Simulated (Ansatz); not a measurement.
Run on K: DFT, r2SCAN, all-electron PAW with datasets made for the crystal, scalar-relativistic (Ansatz 0.2.0).

The cell comes from a relaxation on PAW files under the same functional, begun from a database entry that needn't be the ground state.

Command: `ansatz run input.yaml --threads 1 --pin off --max-ram 3072MiB --backend cpu --events-out ev --progress --plain --runs-dir out` It took 16 s on 1 thread of Arm Neoverse V1, with other jobs on the host, peak memory 0.41 GiB.

```yaml
crystal:
  lattice:
    - [-2.6692069284, 2.6692069284, 2.6692069284]
    - [2.6692069284, -2.6692069284, 2.6692069284]
    - [2.6692069284, 2.6692069284, -2.6692069284]
  atoms:
    - { symbol: K, position: [0.0, 0.0, 0.0] }
kpoints:
  mp_grid: { grid: [14, 14, 14] }
scf:
  occupations: { method: fermi_dirac, width: 0.05 }
hamiltonian:
  xc: r2scan
  pseudopotentials: { kind: all_electron, datasets: crystal }
output:
  forces: true
  stress: true
  eigenvalues: true
```

Output:

```
hamiltonian.pseudopotentials.datasets: crystal makes datasets for this crystal and solves the spheres of its atoms anew in each pass: cutoff 180.0 eV, the density's 1260.0 eV; for an error of 0.50 meV an atom under PBE, 0.5 meV for the cell; an energy difference from a run of another recipe may be off by several times the error for the cell, under r2SCAN by more, where some 0.1 meV an atom stays at smaller errors; K in spheres of 1.376 Å, 9 of its electrons in bands
Engine: ansatz 0.2.0
Pseudopotentials: kind: all_electron
Pseudopotential: K, paw, valence charge 9, recommended cutoff 180 eV (normal), crystal/all_electron/r2scan/scalar/gaussian/K, Koelling and Harmon's equation, gaussian nucleus
Functional definition: r2SCAN
  parameter k0 = 0.174
  parameter k1 = 0.065
  parameter a1 = 4.9479
  exchange = r2scan_x(k0 = k0, k1 = k1, a1 = a1)
  correlation = r2scan_c
Crystal: 1 atoms, lattice volume = 76.069 Å³
Basis set: ecut = 180 eV, 429 PW (Γ), exchange–correlation on 81×81×81 points (27 copies of the dense FFT grid, shifted against one another)
Bands: 9, of which v1, the nominal top of the filled ones, is band 5 counted from 1 (4 counted from 0)
Symmetry: 48 space group operations
Space group: Im-3m (ITA 229), of the structure as read, at distance tolerance 4.2e-5 Å
k-points: 104 of 2744
Non-local potential: K, projectors of the file, l = 0: 2, l = 1: 3, l = 2: 2
PAW form: soft (Blöchl's): semilocal exchange-correlation on the pseudo side does not see the compensation charge
PAW one-centre angular grid: K, 302 points (default); XC on its mesh's 1971 points in the sphere
Initial density: superposition of atomic densities (neutral atoms: chi_scale 0, normalization atom)
Initial wavefunctions: pseudopotential atomic-orbital guess
Functional: x = r2scan, c = r2scan; τ floored in thin density (d = 2e-4 eV/Å³)
iter 1 solved again at ethr=3.04e-4 eV; its pass at ethr=1.00e-1 eV (dr2=2.74e-2 eV) is discarded
SCF iter   1: F=—  HF=-16389.690722 eV  |F-HF|=—  |Δ(HF+E_count)|=         —  Δρ=4.55e-3  dr2=2.71e-2  dr2_τ=8.70e-5  ethr=3.04e-4  ⟨swp⟩=7.9  Hψ=7796  notcnv=0
preconditioner: auto → Kerker (q_TF=auto, 1.912 Å⁻¹)  [metal: Δε(μ)=0.053 eV  Ē_g=4.432 eV  σ=0.050 eV  W_gap=0.26  n_scr=12 (ndim 8)  ℏωp=4.3 eV  f_vac=0.000  D(μ)=0.77/eV (n_scr^D=0)]
SCF iter   2: F=—  HF=-16389.690338 eV  |F-HF|=—  |Δ(HF+E_count)|=   3.84e-4  Δρ=2.30e-3  dr2=1.14e-2  dr2_τ=2.39e-6  ethr=3.01e-4  ⟨swp⟩=2.9  Hψ=2003  notcnv=0
SCF iter   3: F=—  HF=-16389.695511 eV  |F-HF|=—  |Δ(HF+E_count)|=   5.17e-3  Δρ=1.22e-3  dr2=2.65e-3  dr2_τ=1.32e-5  ethr=1.27e-4  ⟨swp⟩=2.0  Hψ=3660  notcnv=0  defer=1
SCF iter   4: F=—  HF=-16389.696524 eV  |F-HF|=—  |Δ(HF+E_count)|=   1.01e-3  Δρ=8.24e-4  dr2=1.18e-3  dr2_τ=5.86e-8  ethr=2.95e-5  ⟨swp⟩=2.1  Hψ=2326  notcnv=0  defer=2
iter 5 solved again at ethr=1.31e-6 eV; its pass at ethr=1.31e-5 eV (dr2=1.18e-4 eV) is discarded
SCF iter   5: F=—  HF=-16389.696941 eV  |F-HF|=—  |Δ(HF+E_count)|=   4.17e-4  Δρ=2.46e-4  dr2=1.18e-4  dr2_τ=1.97e-7  ethr=1.31e-6  ⟨swp⟩=2.0  Hψ=3280  notcnv=0  defer=1
SCF iter   6: F=—  HF=-16389.696979 eV  |F-HF|=—  |Δ(HF+E_count)|=   3.80e-5  Δρ=4.56e-5  dr2=2.86e-6  dr2_τ=1.65e-8  ethr=1.31e-6  ⟨swp⟩=2.9  Hψ=1781  notcnv=0  defer=1
SCF iter   7: F=—  HF=-16389.696980 eV  |F-HF|=—  |Δ(HF+E_count)|=   1.34e-6  Δρ=6.08e-6  dr2=4.63e-8  dr2_τ=9.64e-11  ethr=3.18e-8  ⟨swp⟩=3.8  Hψ=1749  notcnv=0  defer=1
SCF iter   8: F=—  HF=-16389.696980 eV  |F-HF|=—  |Δ(HF+E_count)|=   6.70e-8  Δρ=1.47e-6  dr2=1.67e-9  dr2_τ=2.59e-11  ethr=5.14e-10  ⟨swp⟩=2.7  Hψ=1510  notcnv=0  defer=1
SCF iter   9: F=—  HF=-16389.696981 eV  |F-HF|=—  |Δ(HF+E_count)|=   1.37e-6  Δρ=5.31e-6  dr2=6.42e-9  dr2_τ=2.09e-9  ethr=1.85e-11  ⟨swp⟩=4.0  Hψ=2276  notcnv=0
SCF iter  10: F=-16389.696981 eV  HF=-16389.696981 eV  |F-HF|=1.23e-9  |Δ(HF+E_count)|=   4.28e-8  Δρ=3.20e-6  dr2=4.37e-9  dr2_τ=1.10e-10  ethr=1.85e-11  ⟨swp⟩=4.0  Hψ=2279  notcnv=0
SCF 1 converged in 10 iterations: F = -16389.696981 eV  dr2 = 4.37e-9
  Residual-converged pass: ⟨swp⟩=1.8  Hψ=1045  notcnv=0  max |occ|·‖R‖ = 3.6e-6 eV (tolerance 3.7e-6 eV)  dr2=4.36e-9  dr2_τ=1.10e-10  dr2_onsite=9.74e-9  max |Δocc| = 2.9e-10
  greatest PAW one-centre occupation: 0.985 electrons in one spin orbital (limit 2), on the K atom at site 0 (counted from 0), in its partial waves of l = 0
SCF converged after 10 iterations
Free energy (F): -16389.696981 eV
Harris-Foulkes:  -16389.696981 eV  (|F-HF|=1.23e-9)
Internal energy: -16389.690753 eV  (E = F + TS)
E sigma→0 (E₀):  -16389.693867 eV
Entropy (-TS):   -0.006229 eV (-6.229 meV/atom)
Past the cutoff: the bands carry plane waves up to 2.50 times it, of which those up to 1.5 times it add -0.001758 eV an atom, each by itself; the spheres take 0.000918 eV an atom off the energy for waves past 2.50 times it
Past the cutoffs: a stress includes 0.0065 GPa for waves and charges beyond them, in addition to the slope of what the spheres take
In the spheres:  the bands' charges fall short by 8.2e-7 e at most (sound up to 1e-3)
Fermi energy:    1.845198 eV
--- Per-component energies (eV) ---
  E_band       = -149.439436
  E_kinetic    = 93.217551
  E_local      = -647.164359  (includes V_loc(G=0)·N_el)
  E_nonlocal   = 58.479004
  E_hartree    = 292.246707
  E_xc         = -45.015693
  E_vxc        = -66.251790  (∫ρ·V_xc dr)
  E_paw        = -16531.275474  (= ΣΔE_a)
  E_vpaw       = -964.692427  (= ΣTr[D̂ρ^β])
  E_vtau       = 5.094762  (kinetic-family band-sum trace: ∫τ·v_τ [+ j·A + Jᵃ·Aᵃ] dr)
  E_ewald      = -397.561664
  E_smearing   = -0.006229  (= −TS)
  E_closure    = 787.383177  (closes the sum)
  Σ components = -16389.696981   (vs F -16389.696981, Δ=0.00e0)
  The terms above E_closure are by the made datasets' own strengths, without shells solved beside the bands.
--- Forces (eV/Å), atoms counted from 1 ---
  atom   1  K      0.00000000    -0.00000000     0.00000000
  max |Σ_I F_I| component: 3.98e-33 eV/Å
--- Stress (GPa, compression-positive) ---
        0.022218      -0.000000      -0.000000
        0.000000       0.022218      -0.000000
        0.000000      -0.000000       0.022218
  P = ⅓ Tr σ = 0.0222 GPa (0.222 kbar)
--- Band table (eV; the first three rows and the last of 104) ---
  k-point 0: bands = ["-31.7867", "-14.4519", "-14.4519", "-14.4519", "-0.4043", "6.5693", "6.5693"]
  k-point 1: bands = ["-31.7865", "-14.4550", "-14.4529", "-14.4519", "-0.3383", "6.4632", "6.4743"]
  k-point 2: bands = ["-31.7860", "-14.4638", "-14.4558", "-14.4519", "-0.1425", "6.0449", "6.2411"]
  k-point 103: bands = ["-31.7801", "-14.4964", "-14.4964", "-14.4964", "3.6543", "3.6543", "5.5237"]
```
